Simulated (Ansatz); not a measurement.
The elements of this relaxed trial crystal are hidden behind letters.

```
lattice vectors (Å)
   0.0000    3.9065    3.9065
   3.9065    0.0000    3.9065
   3.9065    3.9065    0.0000
fractional positions
X 0.2500 0.2500 0.2500
X 0.7500 0.7500 0.7500
X 0.5000 0.5000 0.5000
Z 0.0000 0.0000 0.0000
Q 0.7801 0.2199 0.2199
Q 0.2199 0.7801 0.7801
Q 0.2199 0.7801 0.2199
Q 0.7801 0.2199 0.7801
Q 0.2199 0.2199 0.7801
Q 0.7801 0.7801 0.2199
```

Theory: DFT PBE, scalar-relativistic, plane waves, PAW in Ansatz 0.2.0. Cutoff 420 eV, Γ-centred 8×8×8 mesh (10-atom cell), Gaussian smearing of 0.10 eV, no spin polarisation.

| Property | Result |
| --- | --- |
| Space group | Fm-3m (No. 225) |
| Conventional cell | a = 7.813 Å |
| Volume per atom | 11.92 Å³ |
| Density | 5.48 g/cm³ |
| Energy over the elements | −2.34 eV/atom |
| Gap on the 8×8×8 mesh of the 10-atom cell | 0 eV (a metal) |

Energies are uncorrected and count from the elements' standard states at the same level.

Problem. X is a d-block element of period 5, Z is a p-block element of period 3 and Q is a p-block element of period 2. Which elements are they?

Solution. X = Y, Z = P, Q = O, so the formula is Y3PO6. Density times volume gives a mean mass of 5.48 × 11.92/1.6605 = 39.3 u per atom, and this set has 39.4 u. Around Y on a site of symmetry -43m lie 12 O at 2.77 Å; P has 6 O at 1.72 Å; around O lie 1 P at 1.72 Å, 1 Y at 2.19 Å, 4 O at 2.43 Å and 4 Y at 2.77 Å; 1 more site not described. Other sets within the hints have nearly the same mass, so mass alone doesn't settle it; this one was computed.

A structure relaxed within its symmetry needn't be a true minimum.
